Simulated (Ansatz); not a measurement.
GaP (zinc blende)

```
GaP
1.0
    0.00000     2.75302     2.75302
    2.75302     0.00000     2.75302
    2.75302     2.75302     0.00000
P Ga
1 1
Direct
  0.75000   0.75000   0.75000
  0.00000   0.00000   0.00000
```

The slice is a {100} plane (indices of the conventional cell) through the point (0.000, 0.000, 0.000) (fractional), spanned by u = [100] and v = [0 1 -1] in vectors of this cell: u (3.89 Å) and v (3.89 Å, at 90° to u). It covers one period; positions are fractions (u, v).

These are PBE (plane waves to 420 eV, PAW, scalar-relativistic; Ansatz, an electronic-structure program) values and carry that method's errors. k mesh 10×10×10. Inside the PAW spheres the values are not all-electron values, and peaks at nuclei hang on which shells count as valence. GaP was relaxed with its symmetry unable to fall.

Three fields on this plane, each scaled to ten steps between its own extremes (0 low, 9 high; the total valence density on a logarithmic scale, the potential cut 8 eV below its top; x marks points blanked near nuclei; v = 0 in the bottom row):

Map A
```
|xxxxxxxxx988777777777889xxxxxxxx|
|xxxxxxxx99887777777778899xxxxxxx|
|xxxxxxxx98877777677777889xxxxxxx|
|xxxxxxxx98777666666677789xxxxxxx|
|xxxxxxx9877666666666667789xxxxxx|
|xxxxxx987766555555555667789xxxxx|
|xxxxx98776655544444555667789xxxx|
|xx99987765554444444445556778999x|
|99988776554433333333344556778899|
|88887766544332222222334456677888|
|88877665543322211122233455667788|
|87777655433221111111223345567777|
|77776655432211000001122345566777|
|77776654432210000000122344566777|
|77776654432110000000112344566777|
|77776654432110000000112344566777|
|77776654432110000000112344566777|
|77776654432210000000122344566777|
|77776655432211000001122345566777|
|87777655433221111111223345567777|
|88877665543322211122233455667788|
|88887766544332222222334456677888|
|99988776554433333333344556778899|
|xx99987765554444444445556778999x|
|xxxxx98776655544444555667789xxxx|
|xxxxxx987766555555555667789xxxxx|
|xxxxxxx9877666666666667789xxxxxx|
|xxxxxxxx98777666666677789xxxxxxx|
|xxxxxxxx98877777677777889xxxxxxx|
|xxxxxxxx99887777777778899xxxxxxx|
|xxxxxxxxx988777777777889xxxxxxxx|
|xxxxxxxxx988877777778889xxxxxxxx|
```

Map B
```
|xxxxxxxxx579999999999975xxxxxxxx|
|xxxxxxxx45789999999998754xxxxxxx|
|xxxxxxxx45788888888888754xxxxxxx|
|xxxxxxxx45677777777777654xxxxxxx|
|xxxxxxx4456666666666666544xxxxxx|
|xxxxxx444555554444455555444xxxxx|
|xxxxx44444433333333333444444xxxx|
|xx44444443322222222222334444444x|
|55555554322111111111112234555555|
|77776654321110000000111234566777|
|99887653211000000000001123567889|
|99987653211000000000001123567899|
|99987653210000000000000123567899|
|99987643210000000000000123467899|
|99987643210000000000000123467899|
|99987643210000000000000123467899|
|99987643210000000000000123467899|
|99987643210000000000000123467899|
|99987653210000000000000123567899|
|99987653211000000000001123567899|
|99887653211000000000001123567889|
|77776654321110000000111234566777|
|55555554322111111111112234555555|
|xx44444443322222222222334444444x|
|xxxxx44444433333333333444444xxxx|
|xxxxxx444555554444455555444xxxxx|
|xxxxxxx4456666666666666544xxxxxx|
|xxxxxxxx45677777777777654xxxxxxx|
|xxxxxxxx45788888888888754xxxxxxx|
|xxxxxxxx45789999999998754xxxxxxx|
|xxxxxxxxx579999999999975xxxxxxxx|
|xxxxxxxxx579999999999975xxxxxxxx|
```

Map C
```
|xxxxxxxxx135667777766531xxxxxxxx|
|xxxxxxxx01456777777765410xxxxxxx|
|xxxxxxxx02466777777766420xxxxxxx|
|xxxxxxxx03567777777776530xxxxxxx|
|xxxxxxx0246778888888776420xxxxxx|
|xxxxxx014567888888888765410xxxxx|
|xxxxx01356788888888888765310xxxx|
|xx00024567888899999888876542000x|
|01123456788899999999988876543211|
|33445667888999999999998887665443|
|55566778889999999999999888776655|
|66667788899999999999999988877666|
|66777888899999999999999988887776|
|77777888999999999999999998887777|
|77777888999999999999999998887777|
|77777888999999999999999998887777|
|77777888999999999999999998887777|
|77777888999999999999999998887777|
|66777888899999999999999988887776|
|66667788899999999999999988877666|
|55566778889999999999999888776655|
|33445667888999999999998887665443|
|01123456788899999999988876543211|
|xx00024567888899999888876542000x|
|xxxxx01356788888888888765310xxxx|
|xxxxxx014567888888888765410xxxxx|
|xxxxxxx0246778888888776420xxxxxx|
|xxxxxxxx03567777777776530xxxxxxx|
|xxxxxxxx02466777777766420xxxxxxx|
|xxxxxxxx01456777777765410xxxxxxx|
|xxxxxxxxx135667777766531xxxxxxxx|
|xxxxxxxxx035667777766530xxxxxxxx|
```

Assign the maps to these fields: electron localisation function (ELF); valence electron density; electrostatic potential energy of an electron, from the cell's mean.

A is the valence electron density; B is the electron localisation function (ELF); C is the electrostatic potential energy of an electron, from the cell's mean.
